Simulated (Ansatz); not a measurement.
# Energy landscape near a Ta₂N structure

These are results of Ansatz 0.2.0, DFT PBEsol, scalar-relativistic, plane waves, PAW, not measurements.

Cutoff 420 eV; k points 15×15×10 on the computed 3-atom cell (Γ-centred); Gaussian smearing, width 0.10 eV; no spin polarisation.

Reference cell:

```yaml
crystal:
  lattice:
    - [3.11286, 0.00000, 0.00000]
    - [-1.55643, 2.69582, 0.00000]
    - [0.00000, 0.00000, 4.86984]
  atoms:
    - { symbol: Ta, position: [0.66667, 0.33333, 0.74529] }
    - { symbol: Ta, position: [0.33333, 0.66667, 0.25471] }
    - { symbol: N, position: [0.00000, 0.00000, 0.00000] }
```

Each variant moves atoms of this cell by the vectors given, if any (Å), and then applies a symmetric strain (tensor components, Cartesian axes). The reference cell isn't relaxed at this level. Energies are per atom at zero smearing, counted from the lowest variant. Pressure is positive in compression.

1. strain (xx yy zz yz xz xy, %) -1.66 -1.66 4.34 0.00 0.00 0.00; moves: Ta1 (0.000, 0.000, -0.037); Ta2 (0.000, 0.000, 0.037)
2. strain (xx yy zz yz xz xy, %) 2.77 2.77 5.76 0.00 0.00 0.00; moves: Ta1 (0.000, 0.000, -0.073); Ta2 (0.000, 0.000, 0.073)
3. strain (xx yy zz yz xz xy, %) 1.78 1.78 3.28 0.00 0.00 0.00; moves: Ta1 (0.000, 0.000, 0.122); Ta2 (0.000, 0.000, -0.122)

```csv
variant,ΔE (meV/atom),P (GPa),largest force (eV/Å),space group
1,0.0,-12.73,0.90,P-3m1
2,248.5,-32.59,1.93,P-3m1
3,106.8,-15.73,1.64,P-3m1
```

Spin–orbit coupling is left out, which can shift energies with elements as heavy as these.